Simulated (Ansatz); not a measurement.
# Li2O (anti-fluorite): energy over volume and axial ratio

Li$_{2}$O (anti-fluorite)

```cif
data_Li8O4
_chemical_formula_sum 'O4 Li8'
_space_group_name_H-M_alt 'Fm-3m'
_space_group_IT_number 225
_space_group_name_Hall '-F 4 2 3'
_cell_length_a 4.57275
_cell_length_b 4.57275
_cell_length_c 4.57275
_cell_angle_alpha 90.000
_cell_angle_beta 90.000
_cell_angle_gamma 90.000
loop_
_atom_site_label
_atom_site_type_symbol
_atom_site_symmetry_multiplicity
_atom_site_Wyckoff_symbol
_atom_site_fract_x
_atom_site_fract_y
_atom_site_fract_z
_atom_site_occupancy
O1 O 4 a 0.00000 0.00000 0.00000 1
Li1 Li 8 c 0.25000 0.25000 0.25000 1
```
(The calculation used a cell of 3 atoms; values per cell refer to that cell.)

Grid over V/V₀ and (c/a)/(c/a)₀, subscript 0 meaning the relaxed cell; the conventional c axis lies along z; no internal relaxation.

Calculation: r2SCAN (plane waves to 500 eV, PAW, scalar-relativistic; Ansatz, a quantum-chemistry and plane-wave program). k mesh 12×12×12 (Γ-centred), Fermi-Dirac smearing 0.05 eV. E stands for the smeared free energy. Stress and pressure are positive under compression. Li2O was relaxed with its symmetry unable to fall. The zero of ΔE is the relaxed starting cell.

ΔE (meV/atom), with V/V₀ across and (c/a)/(c/a)₀ down:

| (c/a)/(c/a)₀ \ V/V₀ | 0.920 | 0.947 | 0.973 | 1.000 | 1.027 | 1.053 | 1.080 |
|---|---|---|---|---|---|---|---|
| 0.960 | 21.2 | 12.1 | 6.9 | 5.3 | 6.8 | 11.0 | 17.6 |
| 0.973 | 18.2 | 9.1 | 4.0 | 2.4 | 3.8 | 8.0 | 14.6 |
| 0.987 | 16.5 | 7.3 | 2.2 | 0.6 | 2.1 | 6.2 | 12.8 |
| 1.000 | 15.9 | 6.8 | 1.6 | 0.0 | 1.5 | 5.6 | 12.2 |
| 1.013 | 16.5 | 7.3 | 2.2 | 0.6 | 2.0 | 6.2 | 12.8 |
| 1.027 | 18.2 | 9.0 | 3.9 | 2.3 | 3.8 | 8.0 | 14.5 |
| 1.040 | 21.0 | 11.9 | 6.7 | 5.1 | 6.6 | 10.8 | 17.4 |

σzz (GPa), with V/V₀ across and (c/a)/(c/a)₀ down:

| (c/a)/(c/a)₀ \ V/V₀ | 0.920 | 0.947 | 0.973 | 1.000 | 1.027 | 1.053 | 1.080 |
|---|---|---|---|---|---|---|---|
| 0.960 | 14.1 | 10.8 | 7.8 | 5.2 | 2.9 | 0.9 | -0.9 |
| 0.973 | 12.3 | 9.0 | 6.1 | 3.5 | 1.2 | -0.8 | -2.5 |
| 0.987 | 10.4 | 7.1 | 4.3 | 1.8 | -0.5 | -2.4 | -4.1 |
| 1.000 | 8.6 | 5.3 | 2.5 | 0.0 | -2.2 | -4.1 | -5.8 |
| 1.013 | 6.7 | 3.5 | 0.7 | -1.8 | -3.9 | -5.8 | -7.4 |
| 1.027 | 4.8 | 1.6 | -1.1 | -3.5 | -5.6 | -7.5 | -9.1 |
| 1.040 | 2.8 | -0.3 | -3.0 | -5.3 | -7.4 | -9.2 | -10.7 |

What the scan shows:

```
Property                                                                                            Value
-----------------------------------------------------  --------------------------------------------------
Shear modulus C′ = (C11 − C12)/2 (fit, atoms clamped)                                              99 GPa
Lowest place on the grid                                V/V₀ = 1.000, (c/a)/(c/a)₀ = 1.000 (0.0 meV/atom)
Highest place on the grid                              V/V₀ = 0.920, (c/a)/(c/a)₀ = 0.960 (21.2 meV/atom)
```

The 49 points together took roughly 6 core-minutes.

(Under strain, the slope of the energy per volume gives the stress and its curvature an elastic modulus.)
